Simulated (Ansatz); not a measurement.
The start is a relaxed C cell, doubled along one cell vector, shaken by Gaussian noise of σ = 0.08 Å a coordinate. Cell shape, volume and atoms are optimised at zero target pressure with r2SCAN (plane waves to 500 eV, PAW, scalar-relativistic; Ansatz, a quantum-chemistry and plane-wave program). The first steps use a coarse 10×10×3 k-mesh.

The start:
```
CELL_PARAMETERS angstrom
      2.50317     0.00000     0.00000
     -1.25159     2.16781     0.00000
      0.00000     0.00000     8.33772
ATOMIC_POSITIONS crystal
  C  0.30575 0.66592 0.02642
  C  0.25836 0.61474 0.52833
  C  0.71402 0.32558 0.28362
  C  0.64616 0.35869 0.76988
  C  0.65028 0.39226 0.46986
  C  0.70060 0.36868 0.96491
  C  0.31334 0.68488 0.21211
  C  0.32636 0.70699 0.72485
```

```json
{
 "initial_pressure": "+11.2 GPa (positive: the cell is compressed)",
 "largest_initial_force": "7.03 eV/Å, on C2 (atoms numbered as listed)",
 "energy_released": "0.32 eV/atom",
 "relative_to_the_parent": "It returns to the parent structure, P6₃/mmc (No. 194)",
 "band_gap_at_the_end": "3.60 eV, indirect (valence top at Γ, conduction bottom at K) (no spin-orbit coupling)",
 "optimiser_moves": "5"
}
```

It ends as:

Space group P6₃/mmc (No. 194); a = 2.503 Å, b = 2.503 Å, c = 4.169 Å, α = 90.00°, β = 90.00°, γ = 120.00°

| atom | site | symmetry | x | y | z |
|---|---|---|---|---|---|
| C | 4f | 3m. | 0.3333 | 0.6667 | 0.0627 |

Final values are on a 15×15×8 k-mesh of the relaxed cell. No spin polarisation in the result.
